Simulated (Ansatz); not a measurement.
Is this MgCd₃O₄ structure stable?

The cell was found from a structure generator's guess, not taken from experiment.

Method: Ansatz, DFT PBE, scalar-relativistic, plane waves, PAW. Cutoff 420 eV, Γ-centred 8×8×12 mesh (8-atom cell), Gaussian smearing of 0.10 eV, no spin polarisation.

```
CELL_PARAMETERS angstrom
3.30017 -4.66780 0.00000
3.30017 4.66780 0.00000
0.00000 0.00000 3.28626
ATOMIC_POSITIONS crystal
Mg 0.50000 0.50000 0.50000
Cd 0.00000 0.50000 0.00000
Cd 0.00000 0.00000 0.50000
Cd 0.50000 0.00000 0.00000
O 0.73162 0.73162 0.00000
O 0.73593 0.26407 0.50000
O 0.26407 0.73593 0.50000
O 0.26838 0.26838 0.00000
```

Formation energies are uncorrected and refer to the elements' standard structures at the same level (O₂ as a molecule).

Question: These tests were run: energy against the elements; random kick, then relaxation without symmetry; phonons on a 1×1×2 q mesh; elastic tensor. What do they show?

Answer:

```tsv
test	result
energy against the elements	−1.37 eV/atom
random kick, then relaxation without symmetry	returns
phonons on a 1×1×2 q mesh	no imaginary mode on the mesh, but the interpolation dips to 57i cm⁻¹ between its points
elastic tensor	least eigenvalue 42 GPa
```

It fails none of these tests outright. Other phases of the system weren't compared here, so this isn't yet thermodynamic stability. Undecided within the accuracy: phonons on a 1×1×2 q mesh.

The kick test ran on a coarse mesh. The run for the phonons used an 8×8×12 k mesh and Fermi–Dirac smearing of 0.15 eV. The run for the elastic tensor used an 8×8×12 k mesh and Fermi–Dirac smearing of 0.15 eV.
